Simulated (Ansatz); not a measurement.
BN:
```yaml
crystal:
  lattice:
    - [2.55455, 0.00000, 0.00000]
    - [-1.27728, 2.21231, 0.00000]
    - [0.00000, 0.00000, 4.22448]
  atoms:
    - { symbol: B, position: [0.66667, 0.33333, 0.00018] }
    - { symbol: B, position: [0.33333, 0.66667, 0.50018] }
    - { symbol: N, position: [0.66667, 0.33333, 0.37482] }
    - { symbol: N, position: [0.33333, 0.66667, 0.87482] }
```

This is the PBE-relaxed structure. Tensor components refer to the Cartesian frame of this cell.

**Question.** All from PBE (plane waves, PAW; program Ansatz), unless another level is named. Predict the hole effective mass, band 2 of 2 at the edge.

**Answer.** 0.36 along x, 1.3 along z (mₑ).

**Question.** Next, the band gap?

**Answer.** 5.23 eV (indirect).

**Question.** What about the smallest direct gap on the standard path?

**Answer.** 8.24 eV.

**Question.** Give the weight of the valence-edge state by species (Voronoi cells).

**Answer.** N 82 %, B 18 %.

**Question.** What about the weight of the conduction-edge state by species (Voronoi cells)?

**Answer.** B 57 %, N 43 %.

Space group P6_3mc (wurtzite). The PBE relaxation kept the symmetry of its start.

Potentials: the later of the program's two PAW sets.
